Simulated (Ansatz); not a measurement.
Input for Ansatz (plane-wave DFT, PAW):

```yaml
crystal:
  lattice:
    - [1.77062086, 1.0222684302, 7.1080330971]
    - [-1.77062086, 1.0222684302, 7.1080330971]
    - [0.0, -2.0445368604, 7.1080330971]
  atoms:
    - { symbol: Cr, position: [0.5, 0.5, 0.5], spin: 3.02 }
    - { symbol: S, position: [0.89231846, 0.89231846, 0.89231846] }
    - { symbol: S, position: [0.10768154, 0.10768154, 0.10768154] }
    - { symbol: Au, position: [0.0, 0.0, 0.0] }
basis:
  ecutwfc: 500
kpoints:
  mp_grid: { grid: [12, 12, 12] }
hamiltonian:
  xc: r2scan
scf:
  occupations: { method: gaussian, width: 0.02 }
output:
  forces: true
  stress: true
  eigenvalues: true
  populations: true
magnetization:
  spin_polarized: true
```

Run as
```bash
ansatz run input.yaml --threads 1 --pin off --max-ram 2560MiB --backend cpu --events-out ev --progress --plain --runs-dir out
```

Theory: DFT r2SCAN, scalar-relativistic, plane waves, PAW in Ansatz.

Abridged output:

```
Pseudopotentials: kind: paw
Pseudopotential: Cr, paw, valence charge 14, recommended cutoff 500 eV (meta_gga)
Pseudopotential: S, paw, valence charge 6, recommended cutoff 500 eV (meta_gga)
Pseudopotential: Au, paw, valence charge 19, recommended cutoff 500 eV (meta_gga)
Functional definition: r2SCAN
Crystal: 4 atoms, lattice volume = 77.195 Å³
Basis set: ecut = 500 eV, 1969 PW (Γ), FFT grids on a1−a3, a2−a3, a3, exchange–correlation on 108×108×216 points (64 copies of the dense FFT grid, shifted against one another)
Bands: 29, of which v1, the nominal top of the filled ones, is band 23 counted from 1 (22 counted from 0)
Symmetry: 12 space group operations
Space group: R-3m (ITA 166), of the structure as read, at distance tolerance 4.3e-5 Å
Magnetic group: BNS 166.97 (UNI 1327), of the structure as read, at distance tolerance 4.3e-5 Å
k-points: 189 of 1728
Initial density: superposition of atomic densities (chi_scale 0.1, normalization cell, long waves kept (reshape's long-wave potential 0.30 eV rms))
Starting moments: Σ|m| = 3.02 μB on 1 of 4 sites
Initial wavefunctions: pseudopotential atomic-orbital guess
Functional: x = r2scan, c = r2scan; τ floored in thin density (d = 2e-4 eV/Å³)
SCF iter   1: F=—  HF=-18365.338313 eV  |F-HF|=—  |Δ(HF+E_count)|=         —  Δρ=8.19e-2 (↑8.19e-2 ↓6.82e-2) dr2=5.79e1  dr2_τ=3.50e-1  dr2_m=2.05e-1  M=2.707 μB ∫|m|=3.254 μB  β_m=1.00  ethr=3.10e-3  ⟨swp⟩=6.1  Hψ=47783  notcnv=0
Mixer restart at iter 1: flushing history
spin=Collinear: Kerker preconditioning applied to the charge; magnetization (m = ρ↑ − ρ↓) channel mixes plain (no charge-response kernel on spin).
SCF iter   2: F=—  HF=-18361.621625 eV  |F-HF|=—  |Δ(HF+E_count)|=    3.72e0  Δρ=2.74e-2 (↑2.61e-2 ↓2.74e-2) dr2=7.10e0  dr2_τ=1.50e-1  dr2_m=5.55e-2  M=2.997 μB ∫|m|=3.301 μB  β_m=1.00  ethr=3.10e-3  ⟨swp⟩=3.0  Hψ=25527  notcnv=0  defer=528  κ⁻¹=1.0e0(r=1)
SCF iter   3: F=—  HF=-18361.259163 eV  |F-HF|=—  |Δ(HF+E_count)|=   3.62e-1  Δρ=1.56e-2 (↑1.52e-2 ↓1.56e-2) dr2=3.04e0  dr2_τ=6.13e-3  dr2_m=3.66e-3  M=3.000 μB ∫|m|=3.336 μB  β_m=1.00  ethr=3.10e-3  ⟨swp⟩=3.1  Hψ=22508  notcnv=0  defer=544  κ⁻¹=2.4e-2(r=2)
SCF iter   4: F=—  HF=-18361.032505 eV  |F-HF|=—  |Δ(HF+E_count)|=   2.27e-1  Δρ=9.22e-3 (↑8.83e-3 ↓9.22e-3) dr2=1.16e0  dr2_τ=3.42e-3  dr2_m=5.05e-3  M=3.000 μB ∫|m|=3.358 μB  β_m=1.00  ethr=3.10e-3  ⟨swp⟩=2.2  Hψ=16127  notcnv=0  defer=544  κ⁻¹=3.6e-3(r=3)
SCF iter   5: F=—  HF=-18360.920009 eV  |F-HF|=—  |Δ(HF+E_count)|=   1.12e-1  Δρ=5.79e-3 (↑5.17e-3 ↓5.79e-3) dr2=2.58e-1  dr2_τ=7.93e-4  dr2_m=9.09e-4  M=3.000 μB ∫|m|=3.368 μB  β_m=1.00  ethr=2.58e-3  ⟨swp⟩=2.3  Hψ=16008  notcnv=0  defer=537  κ⁻¹=9.4e-4(r=4)
SCF iter   6: F=—  HF=-18360.834235 eV  |F-HF|=—  |Δ(HF+E_count)|=         —  Δρ=4.60e-3 (↑4.60e-3 ↓3.97e-3) dr2=7.62e-2  dr2_τ=3.86e-4  dr2_m=8.18e-4  M=3.000 μB ∫|m|=3.349 μB  β_m=1.00  ethr=5.73e-4  ⟨swp⟩=3.0  Hψ=19217  notcnv=0  defer=537
Mixer restart at iter 6: flushing history
SCF iter   7: F=—  HF=-18360.849994 eV  |F-HF|=—  |Δ(HF+E_count)|=   1.58e-2  Δρ=3.16e-3 (↑3.16e-3 ↓3.15e-3) dr2=5.03e-2  dr2_τ=1.73e-4  dr2_m=1.23e-5  M=3.000 μB ∫|m|=3.347 μB  β_m=1.00  ethr=1.69e-4  ⟨swp⟩=2.0  Hψ=14744  notcnv=0  defer=535  κ⁻¹=1.0e0(r=1)
SCF iter   8: F=—  HF=-18360.869389 eV  |F-HF|=—  |Δ(HF+E_count)|=   1.94e-2  Δρ=1.89e-3 (↑1.89e-3 ↓1.70e-3) dr2=2.47e-2  dr2_τ=6.50e-5  dr2_m=6.66e-5  M=3.000 μB ∫|m|=3.350 μB  β_m=1.00  ethr=1.12e-4  ⟨swp⟩=2.0  Hψ=13014  notcnv=0  defer=535  κ⁻¹=2.9e-2(r=2)
SCF iter   9: F=—  HF=-18360.875171 eV  |F-HF|=—  |Δ(HF+E_count)|=   5.78e-3  Δρ=9.86e-4 (↑8.68e-4 ↓9.86e-4) dr2=1.16e-2  dr2_τ=1.56e-5  dr2_m=9.13e-5  M=3.000 μB ∫|m|=3.362 μB  β_m=1.00  ethr=5.50e-5  ⟨swp⟩=2.1  Hψ=13877  notcnv=0  defer=535  κ⁻¹=9.4e-3(r=3)
SCF iter  10: F=—  HF=-18360.873867 eV  |F-HF|=—  |Δ(HF+E_count)|=   1.30e-3  Δρ=7.61e-4 (↑6.70e-4 ↓7.61e-4) dr2=3.66e-3  dr2_τ=2.57e-5  dr2_m=1.45e-5  M=3.000 μB ∫|m|=3.365 μB  β_m=1.00  ethr=2.58e-5  ⟨swp⟩=2.6  Hψ=16097  notcnv=0  defer=535  κ⁻¹=2.2e-3(r=4)
SCF iter  11: F=—  HF=-18360.873595 eV  |F-HF|=—  |Δ(HF+E_count)|=   2.72e-4  Δρ=4.13e-4 (↑2.70e-4 ↓4.13e-4) dr2=5.66e-4  dr2_τ=3.56e-6  dr2_m=1.26e-5  M=3.000 μB ∫|m|=3.354 μB  β_m=1.00  ethr=8.14e-6  ⟨swp⟩=2.3  Hψ=19006  notcnv=0  defer=529  κ⁻¹=8.4e-4(r=5)
SCF iter  12: F=—  HF=-18360.873954 eV  |F-HF|=—  |Δ(HF+E_count)|=   3.59e-4  Δρ=2.92e-4 (↑2.64e-4 ↓2.92e-4) dr2=2.46e-4  dr2_τ=2.33e-6  dr2_m=1.43e-6  M=3.000 μB ∫|m|=3.352 μB  β_m=1.00  ethr=1.26e-6  ⟨swp⟩=2.0  Hψ=15921  notcnv=0  defer=529  κ⁻¹=7.2e-4(r=6)
SCF iter  13: F=—  HF=-18360.874040 eV  |F-HF|=—  |Δ(HF+E_count)|=   8.61e-5  Δρ=1.24e-4 (↑1.24e-4 ↓1.17e-4) dr2=3.20e-5  dr2_τ=8.36e-7  dr2_m=4.15e-7  M=3.000 μB ∫|m|=3.355 μB  β_m=1.00  ethr=5.46e-7  ⟨swp⟩=2.0  Hψ=17862  notcnv=0  defer=529  κ⁻¹=1.4e-4(r=7)
SCF iter  14: F=—  HF=-18360.874026 eV  |F-HF|=—  |Δ(HF+E_count)|=   1.35e-5  Δρ=8.01e-5 (↑7.57e-5 ↓8.01e-5) dr2=1.06e-5  dr2_τ=3.34e-7  dr2_m=5.92e-8  M=3.000 μB ∫|m|=3.356 μB  β_m=1.00  ethr=7.11e-8  ⟨swp⟩=2.0  Hψ=18479  notcnv=0  defer=529  κ⁻¹=6.9e-5(r=8)
SCF iter  15: F=—  HF=-18360.874048 eV  |F-HF|=—  |Δ(HF+E_count)|=   2.19e-5  Δρ=2.87e-5 (↑2.87e-5 ↓2.40e-5) dr2=1.39e-6  dr2_τ=2.38e-8  dr2_m=9.74e-8  M=3.000 μB ∫|m|=3.355 μB  β_m=1.00  ethr=2.36e-8  ⟨swp⟩=2.0  Hψ=19305  notcnv=0  defer=529  κ⁻¹=1.8e-5(r=8)
SCF iter  16: F=—  HF=-18360.874051 eV  |F-HF|=—  |Δ(HF+E_count)|=   3.08e-6  Δρ=1.77e-5 (↑1.56e-5 ↓1.77e-5) dr2=7.14e-7  dr2_τ=1.04e-8  dr2_m=8.35e-9  M=3.000 μB ∫|m|=3.355 μB  β_m=1.00  ethr=3.09e-9  ⟨swp⟩=2.0  Hψ=16350  notcnv=0  defer=529  κ⁻¹=6.1e-6(r=8)
SCF iter  17: F=—  HF=-18360.874052 eV  |F-HF|=—  |Δ(HF+E_count)|=   1.21e-6  Δρ=7.39e-6 (↑7.39e-6 ↓6.08e-6) dr2=1.11e-7  dr2_τ=1.17e-9  dr2_m=9.06e-9  M=3.000 μB ∫|m|=3.355 μB  β_m=1.00  ethr=1.59e-9  ⟨swp⟩=2.0  Hψ=15948  notcnv=0  defer=529  κ⁻¹=1.1e-5(r=8)
SCF iter  18: F=—  HF=-18360.874053 eV  |F-HF|=—  |Δ(HF+E_count)|=   1.21e-7  Δρ=3.85e-6 (↑3.28e-6 ↓3.85e-6) dr2=2.86e-8  dr2_τ=5.14e-10  dr2_m=2.25e-9  M=3.000 μB ∫|m|=3.355 μB  β_m=1.00  ethr=2.47e-10  ⟨swp⟩=2.0  Hψ=18405  notcnv=0  defer=529  κ⁻¹=3.6e-6(r=8)
SCF iter  19: F=-18360.874052 eV  HF=-18360.874053 eV  |F-HF|=3.05e-8  |Δ(HF+E_count)|=   2.22e-8  Δρ=5.45e-6 (↑5.45e-6 ↓3.06e-6) dr2=6.20e-8  dr2_τ=6.67e-10  dr2_m=1.36e-9  M=3.000 μB ∫|m|=3.355 μB  ethr=6.37e-11  ⟨swp⟩=9.1  Hψ=44917  notcnv=0
SCF 1 converged in 19 iterations: F = -18360.874052 eV  dr2 = 6.20e-8
this state was not tested for a lower state beside it, because the mixer in use, unlike msr1, does not test its closes by its own steps (another_mixer; see scf.mixing.algorithm and scf.lower_state_search)
SCF converged after 19 iterations
Magnetization: 3.0000 μB (24.0000 up, 21.0000 down)
Absolute magnetization: 3.3560 μB (∫|ρ↑−ρ↓|, with the PAW one-centre terms)
Spin contamination: 0.0601 ħ² per cell (⟨S²⟩ above its minimum at these occupations)
Per-site moments (μB) at R_I (Å): [(2.74931776, 0.99018935), (-0.05173554, 0.94718738), (-0.05173554, 0.94718738), (-0.00836170, 0.94718738)]
Free energy (F): -18360.874052 eV
Harris-Foulkes:  -18360.874053 eV  (|F-HF|=3.05e-8)
Internal energy: -18360.874052 eV  (E = F + TS)
E sigma→0 (E₀):  -18360.874052 eV
Fermi energy:    10.151821 eV
--- Per-component energies (eV) ---
  E_band       = -674.276046
  E_kinetic    = 1161.852675
  E_local      = -4695.353767  (includes V_loc(G=0)·N_el)
  E_nonlocal   = 213.639405
  E_hartree    = 1966.707341
  E_xc         = -538.395492
  E_vxc        = -694.785057  (∫ρ·V_xc dr)
  E_paw        = -12155.370074  (= ΣΔE_a)
  E_vpaw       = -635.584751  (= ΣTr[D̂ρ^β])
  E_aug_tail   = 0.000950  (compensation charges beyond the density's cutoff)
  E_vtau       = 42.525794  (kinetic-family band-sum trace: ∫τ·v_τ [+ j·A + Jᵃ·Aᵃ] dr)
  E_ewald      = -4313.286906
  E_core_change = -0.668185  (= ΣΔE_core)
  E_smearing   =  0.000000  (= −TS)
--- Forces (eV/Å), atoms counted from 1 ---
  atom   1  Cr     0.00000000     0.00000000     0.00000000
  atom   2  S      0.00000000     0.00000000    -0.01198609
  atom   3  S      0.00000000     0.00000000     0.01198609
  atom   4  Au     0.00000000     0.00000000     0.00000000
--- Stress (GPa, compression-positive) ---
       -0.100353       0.000000       0.000000
        0.000000      -0.100353       0.000000
        0.000000       0.000000       0.110421
  P = ⅓ Tr σ = -0.0301 GPa (-0.301 kbar)
--- Band table (eV; the first three rows and the last of 378) ---
  k-point 0 ↑: bands = ["-97.0972", "-66.1923", "-48.3000", "-47.7919", "-47.7919", "-36.3744", "-36.3744", "-36.3641", "-5.3184", "-3.5415", "2.0104", "5.3167", "5.3167", "5.3302", "6.5660", "6.5660", "6.6915", "6.6915", "7.5009", "7.6286", "7.9061", "7.9061", "8.8300", "8.8300", "12.5305", "12.5305", "12.9024", "15.1760", "17.5675"]
  k-point 1 ↑: bands = ["-97.0972", "-66.1922", "-48.2999", "-47.7927", "-47.7922", "-36.3761", "-36.3749", "-36.3639", "-5.2494", "-3.5245", "2.0730", "5.1550", "5.3340", "5.4116", "6.5387", "6.6046", "6.6123", "6.7104", "7.5019", "7.7261", "7.7505", "7.7719", "8.7245", "8.9473", "12.2067", "12.4317", "12.9818", "15.6349", "17.7063"]
  k-point 2 ↑: bands = ["-97.0972", "-66.1919", "-48.2997", "-47.7948", "-47.7927", "-36.3807", "-36.3760", "-36.3632", "-5.0514", "-3.4799", "2.2478", "4.7951", "5.3788", "5.6141", "6.3544", "6.4937", "6.7277", "6.7688", "7.1426", "7.4029", "7.6849", "7.9689", "8.6252", "9.0905", "11.6937", "12.2171", "13.1375", "16.2534", "17.5536"]
  k-point 188 ↓: bands = ["-97.1072", "-62.4346", "-48.3181", "-47.8046", "-47.8046", "-32.6158", "-32.5513", "-32.5513", "-5.0398", "-4.1020", "4.3326", "4.3663", "5.4983", "5.9576", "5.9576", "6.4963", "6.4963", "6.5760", "6.5760", "9.5564", "9.5564", "11.5598", "11.5598", "12.3751", "13.4326", "13.4326", "13.5069", "16.5656", "17.0819"]
--- Löwdin populations: 4 sites ---
  site symbol q [e]    m [muB]
     0     Cr     13.2110     3.0867
     1      S      6.4305    -0.0794
     2      S      6.4305    -0.0794
     3     Au     18.6883     0.0227
  spilling = 0.005329 (of n_electrons = 45.000000)
```

Self-consistency was reached.

The run took 5.6 min on 1 thread of Intel(R) Xeon(R) Processor @ 2.50GHz (Skylake/Cascade Lake), with other jobs on the host, peak memory 1.1 GiB.

The state reached may not be the lowest one. Spin-orbit coupling is left out, which matters for the bands of heavy elements. The cell holds one magnetic atom, so it can only be ferromagnetic; an antiferromagnetic order may lie lower.